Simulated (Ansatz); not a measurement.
A geometry of Al2Cu away from equilibrium: step 4 of the relaxation of a relaxed Al2Cu cell with every coordinate shifted by Gaussian noise of σ = 0.3 Å. Computed with PBE (plane waves to 420 eV, PAW, scalar-relativistic; Ansatz, a first-principles code). Γ-centred k-mesh 9×9×8 on the run's cell (coarser than for final values), Fermi–Dirac smearing 0.05 eV.

```
CELL_PARAMETERS angstrom
     -3.03931     3.10302     2.47716
      3.03308    -3.03229     2.38150
      2.99258     2.98557    -2.38924
ATOMIC_POSITIONS crystal
  Al 0.59969 0.21081 0.79540
  Al 0.79442 0.64677 0.47890
  Al 0.17051 0.42710 0.52142
  Al 0.28722 0.84818 0.16312
  Cu 0.18043 0.24897 0.98971
  Cu 0.72602 0.81202 0.02075
```

Question: Give the Cartesian forces on all atoms (eV/Å).

Answer: 
```csv
atom,Fx,Fy,Fz
Al1,-0.29,0.59,-0.25
Al2,0.55,-0.32,0.27
Al3,-0.32,0.08,-0.54
Al4,0.18,-0.09,0.06
Cu5,0.01,-0.18,1.62
Cu6,-0.13,-0.08,-1.15
```

Question: What is the pressure?

Answer: +2.0 GPa, compression positive.

No spin polarisation in the result.

The end of the path is a generated cell of Al2Cu: the first start was made by placing the elements on the sites of a structure type, and the end was not matched to a known phase here, so it may be hypothetical. Known forms of Al2Cu include space group No. 140.
